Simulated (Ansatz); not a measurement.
**In$_{3}$As: moving As off its site**

In$_{3}$As, Pm-3m, a = 4.502 Å. The structure is a Materials Project entry; whether it is the stable form wasn't checked. Ansatz: PBEsol+D3(BJ), PAW, 420 eV, Γ-centred 10×10×10 mesh on 4 atoms, Gaussian smearing 0.15 eV; no spin polarisation.

```
CELL_PARAMETERS angstrom
4.50244 0.00000 0.00000
0.00000 4.50244 0.00000
0.00000 0.00000 4.50244
ATOMIC_POSITIONS crystal
In 0.00000 0.50000 0.50000
In 0.50000 0.00000 0.50000
In 0.50000 0.50000 0.00000
As 0.00000 0.00000 0.00000
```

Atom 4 (As) moves by x along the unit vector (0.000, -0.707, -0.707), with its periodic images; all else is held. y is the free energy of the cell over the start, F the force along the path summed over the moved atoms. Symmetry makes y even in x.

```tsv
x (Å)	y (meV)	F (eV/Å)
-0.3000	?	?
-0.1500	-2.70	-0.03
0.0000	0.00	0.00
0.0750	-0.83	0.02
0.2250	-3.87	0.00
0.2625	-3.37	-0.03
```

Problem. Fit y = c2 x² + c4 x⁴ to the energies of the other rows, give the force constant, and predict energy and force of the missing row.

Solution. Least squares on the rows shown. y = −154.0 x² + 1526 x⁴. The force constant is 2 c2 = -0.308 eV/Å², negative: the site is a maximum along this line (for all images moving together, not for a lone atom). The force −dy/dx at the missing row is 0.07 eV/Å (computed 0.07). At x = -0.3000 the fit asked for gives -1.50 meV. The run gave -1.57 meV, so the fit is 0.07 meV too high, 1.8 % of the span of the series, against an rms of 0.01 meV on the fitted rows. The row lies outside the fitted range. With a term in x⁶ added, a fit to the same known rows predicts -1.62 meV, a smaller miss on the other side.

Cost: 6 runs of about 7.3 core-minutes in all, on Intel Xeon Processor @ 2.50GHz (Skylake/Cascade Lake) (shared hosts).